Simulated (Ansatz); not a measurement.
FeCo (CsCl type)

```xyz
2
Lattice="2.8451 0.0000 0.0000 0.0000 2.8451 0.0000 0.0000 0.0000 2.8451" Properties=species:S:1:pos:R:3 pbc="T T T"
Fe     0.0000     0.0000     0.0000
Co     1.4225     1.4225     1.4225
```

This relaxed cell (volume V₀) is scaled evenly in all directions, its shape held. Symmetry pins the atoms to their sites.

Calculation: PBE (plane waves to 420 eV, PAW, scalar-relativistic; Ansatz, a first-principles code). k mesh 16×16×16 (Γ-centred), Fermi-Dirac smearing 0.05 eV. The energy includes the smearing's −TS. Stress and pressure are positive under compression. FeCo was relaxed with its symmetry unable to fall. Relaxed FeCo ends ferromagnetic. The magnetic order is the one the run started from; other orders were not tried. The zero of ΔE is the relaxed starting cell.

The scan covers V/V₀ from 0.840 to 1.160 in 11 points.

Task: What is the fitted pressure derivative B₀′?

Result: 4.7.

Task: What bulk modulus B₀ follows from a third-order Birch-Murnaghan fit?

Result: 192 GPa.

(A scan under strain: stresses follow from slopes of the energy per volume, elastic moduli from its curvatures.)
